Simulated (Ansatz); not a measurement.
Relaxed AlN (wurtzite):

```
CELL_PARAMETERS angstrom
      3.13030     0.00000     0.00000
     -1.56515     2.71092     0.00000
      0.00000     0.00000     5.01801
ATOMIC_POSITIONS crystal
  Al 0.66667 0.33333 0.00337
  Al 0.33333 0.66667 0.50337
  N  0.66667 0.33333 0.62183
  N  0.33333 0.66667 0.12183
```

In each cell atom 2 (Al, nearest neighbour N at 1.903 Å; its periodic images, 3.1 Å or more away, move with it) moves by s·(0.577, 0.577, 0.577) (along Cartesian [111]), the rest being held.

Method: PBE (plane waves to 420 eV, PAW, scalar-relativistic; Ansatz, a program for electronic structure). k mesh 10×10×6 (Γ-centred), Fermi-Dirac smearing 0.05 eV. The energy includes the smearing's −TS. AlN was relaxed with its symmetry unable to fall. ΔE is measured from the undisplaced structure.

| s (Å) | ΔE (meV/cell) |
|---|---|
| -0.380 | 1175 |
| -0.304 | 759 |
| -0.228 | 430 |
| -0.152 | 192 |
| -0.076 | 48 |
| 0.000 | 0 |
| 0.076 | 48 |
| 0.152 | 192 |
| 0.228 | 430 |
| 0.304 | 761 |
| 0.380 | 1185 |

Problem. What force constant k = d²E/ds² at s = 0 does the table give?

Solution. 17 eV/Å². It is the second difference of the nearest points, corrected with the next pair.

Problem. With k = 16.64 eV/Å² from the forces, is the well harmonic out to s = 0.380 Å?

Solution. ½ks² = 1202 meV/cell against the computed 1185 meV/cell, so the well is close to harmonic there.

(A displaced cell: forces are minus the slopes of the energy, force constants its curvatures, and phonons follow from these.)
